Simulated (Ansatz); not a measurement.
Si3Mo5:
```yaml
crystal:
  lattice:
    - [-4.82027, 4.82027, 2.44743]
    - [4.82027, -4.82027, 2.44743]
    - [4.82027, 4.82027, -2.44743]
  atoms:
    - { symbol: Si, position: [0.83276, 0.66724, 0.50000] }
    - { symbol: Si, position: [0.16724, 0.33276, 0.50000] }
    - { symbol: Si, position: [0.66724, 0.16724, 0.83447] }
    - { symbol: Si, position: [0.33276, 0.83276, 0.16553] }
    - { symbol: Si, position: [0.75000, 0.75000, 0.00000] }
    - { symbol: Si, position: [0.25000, 0.25000, 0.00000] }
    - { symbol: Mo, position: [0.92322, 0.22397, 0.14718] }
    - { symbol: Mo, position: [0.07678, 0.77603, 0.85282] }
    - { symbol: Mo, position: [0.22397, 0.07678, 0.30075] }
    - { symbol: Mo, position: [0.77603, 0.92322, 0.69925] }
    - { symbol: Mo, position: [0.57678, 0.72397, 0.30075] }
    - { symbol: Mo, position: [0.42322, 0.27603, 0.69925] }
    - { symbol: Mo, position: [0.27603, 0.57678, 0.85282] }
    - { symbol: Mo, position: [0.72397, 0.42322, 0.14718] }
    - { symbol: Mo, position: [0.25000, 0.75000, 0.50000] }
    - { symbol: Mo, position: [0.75000, 0.25000, 0.50000] }
```

Relaxed with r²SCAN. Special points in fractions of this cell's reciprocal vectors: Γ (0.000, 0.000, 0.000); X (0.000, 0.000, 0.500); M (-0.500, 0.500, 0.500); Z (0.314, 0.314, -0.314); Z0 (-0.314, 0.686, 0.314); P (0.250, 0.250, 0.250); N (0.000, 0.500, 0.000).

Problem. List the band energies nearest the Fermi level at these points for DFT-r²SCAN in the program Ansatz with PAW potentials.

Solution. In eV from the Fermi level; about four levels below and three above (degenerate sets whole), none deeper than 8.9 eV; points with the same levels are listed once.

```csv
k,below,above
Γ,-1.22 -1.22 -0.51 -0.25 -0.25,0.31 0.33 0.56 0.56
X,-0.63 -0.54 -0.43 -0.31,0.27 0.29 0.33
M,-0.93 -0.87 -0.87 -0.21,0.25 0.25 0.27
Z,-0.66 -0.66 -0.53 -0.01,0.17 0.17 0.44
P,-0.69 -0.69 -0.37 -0.37,0.27 0.27 0.32 0.32
N,-0.97 -0.97 -0.51 -0.51,0.07 0.07 0.33 0.33
```

Space group I4/mcm. The first step of the workflow began from a Materials Project structure, measured or hypothetical; the Crystallography Open Database files this formula in space group No. 140, but the cells were not matched. Whether it is the stable phase at ambient conditions was not checked. The r²SCAN relaxation kept the symmetry of its start; whether a distortion lowers the energy is not shown. No spin polarisation was allowed. Scalar-relativistic: spin–orbit coupling is off unless named, which matters more the heavier the elements.

Potentials: the later of the program's two PAW sets.
